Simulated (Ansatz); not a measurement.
# Stability checks on a candidate for IrRh5

The cell was found from a structure generator's guess, not taken from experiment.

All numbers below come from DFT PBE, scalar-relativistic, plane waves, PAW in Ansatz. The final run on the 6-atom cell used 420 eV, a Γ-centred 18×18×4 mesh, 0.10 eV smearing and no spin polarisation.

Space group P-6m2 (No. 187). a = 2.728 Å, b = 2.728 Å, c = 13.191 Å, α = 90.00°, β = 90.00°, γ = 120.00°
| atom | site | symmetry | x | y | z |
| --- | --- | --- | --- | --- | --- |
| Ir | 1f | -6m2 | 0.6667 | 0.3333 | 0.5000 |
| Rh | 2h | 3m. | 0.3333 | 0.6667 | 0.6666 |
| Rh | 1c | -6m2 | 0.3333 | 0.6667 | 0.0000 |
| Rh | 2i | 3m. | 0.6667 | 0.3333 | 0.8340 |

Formation energies are uncorrected and refer to the elements' standard structures at the same level.

Q: These tests were run: energy against the elements; random kick, then relaxation without symmetry; phonons on a 3×3×1 q mesh; elastic tensor. What do they show?

A:

```csv
test,result
energy against the elements,+0.03 eV/atom
"random kick, then relaxation without symmetry",returns
phonons on a 3×3×1 q mesh,no imaginary mode on the mesh
elastic tensor,least eigenvalue 73 GPa
```

It fails one test: energy against the elements. It may still be a metastable minimum.

For metals, differences of a few meV/atom aren't resolved. These runs have no spin–orbit coupling, which can matter for Ir. The kick test ran on a coarse mesh. The run for the phonons used an 18×18×4 k mesh and Fermi–Dirac smearing of 0.15 eV. The run for the elastic tensor used an 18×18×4 k mesh and Fermi–Dirac smearing of 0.15 eV.
